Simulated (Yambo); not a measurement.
```xyz
4
Lattice="3.8310 0.0000 0.0000 -1.9155 3.3178 0.0000 0.0000 0.0000 6.2871" Properties=species:S:1:pos:R:3 pbc="T T T"
Al     0.0000     2.2119     0.0003
Al     1.9155     1.1059     3.1439
P      0.0000     2.2119     2.3574
P      1.9155     1.1059     5.5009
```

AlP (wurtzite, space group P6_3mc, No. 186): mean Im ε in 1 eV windows above the direct gap of 3.35 eV, for different electron-hole kernels (Yambo, broadening 0.15 eV, norm-conserving LDA (Quantum ESPRESSO, 48 Ry, no spin-orbit coupling) bands; 9×9×4 mesh, 5 valence and 7 conduction bands, static screening with 37 bands and a 4 Ry block, scissor 1.01 eV, Tamm-Dancoff; field along x).

```json
[
 {"window (eV)": "3.3 to 4.3", "independent quasiparticles": "1.7", "BSE": "6.4"},
 {"window (eV)": "4.3 to 5.3", "independent quasiparticles": "15", "BSE": "25"},
 {"window (eV)": "5.3 to 6.3", "independent quasiparticles": "18", "BSE": "12"},
 {"window (eV)": "6.3 to 7.3", "independent quasiparticles": "14", "BSE": "7.7"}
]
```

This run doesn't resolve bound excitons or single peaks, so only averages are given, and they too depend on the mesh; weight that the attraction moves below the gap isn't listed. All transitions below 7.45 eV are in the band window. The scissor comes from a G0W0 run whose convergence isn't established.

Geometry relaxed with LDA.

This is not the ordinary phase of the substance; no match was found in the copy of COD used, and its stability was not checked.
